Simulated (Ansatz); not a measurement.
The start is a generated cell, GaN built in the 4H structure type. The cell and all atomic positions are relaxed at zero pressure with PBEsol (plane waves to 420 eV, PAW, scalar-relativistic; Ansatz, a quantum-chemistry and plane-wave program). The first steps use a coarse 8×8×3 k-mesh.

The start:
```yaml
crystal:
  lattice:
    - [3.19992, 0.00000, 0.00000]
    - [-1.59996, 2.77121, 0.00000]
    - [0.00000, 0.00000, 10.47573]
  atoms:
    - { symbol: Ga, position: [0.00000, 0.00000, 0.00000] }
    - { symbol: Ga, position: [0.00000, 0.00000, 0.50000] }
    - { symbol: Ga, position: [0.66667, 0.33333, 0.75018] }
    - { symbol: Ga, position: [0.33333, 0.66667, 0.25018] }
    - { symbol: N, position: [0.00000, 0.00000, 0.81216] }
    - { symbol: N, position: [0.00000, 0.00000, 0.31216] }
    - { symbol: N, position: [0.66667, 0.33333, 0.56329] }
    - { symbol: N, position: [0.33333, 0.66667, 0.06329] }
```

Task: What pressure does the first self-consistent step give?

Result: -3.8 GPa (negative: the cell is under tension).

Task: How does the volume per atom move from start to end?

Result: -2.1 %, from 11.61 to 11.37 Å³/atom.

Task: How do the shortest distances between atoms change?

Result: The closest pairs of elements (up to four, under 3.6 Å), start → end: Ga–N 1.96 → 1.95 Å; Ga–Ga 3.20 → 3.18 Å; N–N 3.20 → 3.18 Å.

Task: Is the relaxed structure metallic? Give its gap.

Result: 1.79 eV, direct at Γ (no spin-orbit coupling).

Task: Write out the relaxed structure.

Result: 
```cif
data_Ga4N4
_chemical_formula_sum 'Ga4 N4'
_space_group_name_H-M_alt 'P63mc'
_space_group_IT_number 186
_space_group_name_Hall 'P 6c -2c'
_cell_length_a 3.18141
_cell_length_b 3.18141
_cell_length_c 10.37909
_cell_angle_alpha 90.000
_cell_angle_beta 90.000
_cell_angle_gamma 120.000
loop_
_atom_site_label
_atom_site_type_symbol
_atom_site_symmetry_multiplicity
_atom_site_Wyckoff_symbol
_atom_site_fract_x
_atom_site_fract_y
_atom_site_fract_z
_atom_site_occupancy
Ga1 Ga 2 a 0.00000 0.00000 0.00049 1
Ga2 Ga 2 b 0.33333 0.66667 0.25021 1
N1 N 2 a 0.00000 0.00000 0.31254 1
N2 N 2 b 0.33333 0.66667 0.06238 1
```

The space group stays P6₃mc (No. 186) (the run could not lower it); the end is AFLOW prototype AB_hP8_186_ab_ab (B5, as in SiC), with 8 atoms in the primitive cell. Final values are on a 12×12×4 k-mesh of the relaxed cell. No spin polarisation in the result.

The run could not lose the symmetry of its start; a randomly shaken copy of 8 atoms returns to this structure.

The first start was generated by placing the elements on the sites of a structure type. A measured structure of GaN has the same space group, P6₃mc (No. 186); the sites were not compared with it.
